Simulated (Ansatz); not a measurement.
Ge:
```yaml
crystal:
  lattice:
    - [-3.46372, 3.46372, 3.46372]
    - [3.46372, -3.46372, 3.46372]
    - [3.46372, 3.46372, -3.46372]
  atoms:
    - { symbol: Ge, position: [0.00000, 0.25000, 0.50000] }
    - { symbol: Ge, position: [0.25000, 0.50000, 0.00000] }
    - { symbol: Ge, position: [0.50000, 0.00000, 0.25000] }
    - { symbol: Ge, position: [0.25000, 0.25000, 0.25000] }
```

Relaxed with PBE. Special points in fractions of this cell's reciprocal vectors: Γ (0.000, 0.000, 0.000); H (0.500, -0.500, 0.500); N (0.000, 0.000, 0.500); P (0.250, 0.250, 0.250).

Problem. List the band energies nearest the Fermi level at these points for DFT-PBE in the program Ansatz with PAW potentials.

Solution. In eV from the Fermi level; about four levels below and three above (degenerate sets whole), none deeper than 8.9 eV; points with the same levels are listed once.

| k | below | above |
|---|---|---|
| Γ | -2.76 -2.76 -0.55 -0.55 -0.55 | 2.93 2.97 2.97 2.97 |
| H | -2.84 -2.84 -2.84 -1.82 | 0.63 1.23 1.23 1.23 |
| N | -2.87 -2.45 -0.28 -0.10 | 0.47 0.88 1.66 |
| P | -2.17 -2.17 -0.88 -0.88 | 0.74 0.74 2.99 2.99 |

Space group I4_132. The start of the workflow was typed in or built on a structure type; neither database checked (COD, Materials Project) lists it. It is not the phase usual at ambient conditions (space group No. 227). The cell was relaxed with PBE under the symmetry of its start; its stability against distortions is not shown here. The volume moved by 52 % from the start of the relaxation. Spin–orbit coupling is left out wherever it is not named.

Potentials: the later of the program's two PAW sets.
